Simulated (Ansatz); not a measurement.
Ta2O5:
```yaml
crystal:
  lattice:
    - [-2.62344, 2.62344, 4.77641]
    - [2.62344, -2.62344, 4.77641]
    - [2.62344, 2.62344, -4.77641]
  atoms:
    - { symbol: Ta, position: [0.19724, 0.19724, 0.00000] }
    - { symbol: Ta, position: [0.80276, 0.80276, 0.00000] }
    - { symbol: O, position: [0.00000, 0.00000, 0.00000] }
    - { symbol: O, position: [0.50000, 0.00000, 0.00000] }
    - { symbol: O, position: [0.00000, 0.00000, 0.50000] }
    - { symbol: O, position: [0.00000, 0.50000, 0.00000] }
    - { symbol: O, position: [0.50000, 0.50000, 0.50000] }
```

Relaxed with r²SCAN.

### Question
Give the optical modes at the zone centre with their infrared and Raman activity from DFPT, plane-wave PAW r²SCAN (Ansatz code).

### Answer
Transverse frequencies, without the LO–TO term; a row sums one degenerate level.

| ω (cm⁻¹) | degeneracy | IR ((D/Å)²/amu) | Raman (Å⁴/amu) | activity | symmetry |
|---|---|---|---|---|---|
| 186i | 1 | 0.00 | 0 | silent | B1u |
| 83i | 1 | 0.00 | 0 | silent | A1u |
| 12i | 2 | 4.51 | 0 | IR | Eu |
| 167 | 2 | 123.47 | 0 | IR | Eu |
| 285 | 1 | 0.00 | 7.8 | Raman | A1g |
| 286 | 2 | 0.00 | 2.1 | Raman | Eg |
| 289 | 1 | 3.83 | 0 | IR | A2u |
| 301 | 2 | 1.75 | 0 | IR | Eu |
| 487 | 1 | 0.00 | 0 | silent | B2u |
| 601 | 1 | 0.00 | 0 | silent | B1u |
| 619 | 2 | 175.72 | 0 | IR | Eu |
| 747 | 1 | 68.82 | 0 | IR | A2u |
| 1055 | 1 | 0.21 | 0 | IR | A2u |

### Question
How high does the top mode go among those that the LO–TO term moves?

### Answer
936 cm⁻¹ for q along x, 936 cm⁻¹ for q along y, 1057 cm⁻¹ for q along z.

Space group I4/mmm. The workflow started from a Materials Project entry (that database holds measured and hypothetical structures alike); the Crystallography Open Database copy checked does not list it. COD files the formula under space group No. 49, so this cell is another polymorph or a model. Whether it is the stable phase at ambient conditions was not checked. Symmetry was held in the r²SCAN relaxation. At this level the phase is dynamically unstable (imaginary phonons). No spin polarisation was allowed. Scalar-relativistic: spin–orbit coupling is off unless named, which matters more the heavier the elements.

Potentials: the later of the program's two PAW sets.
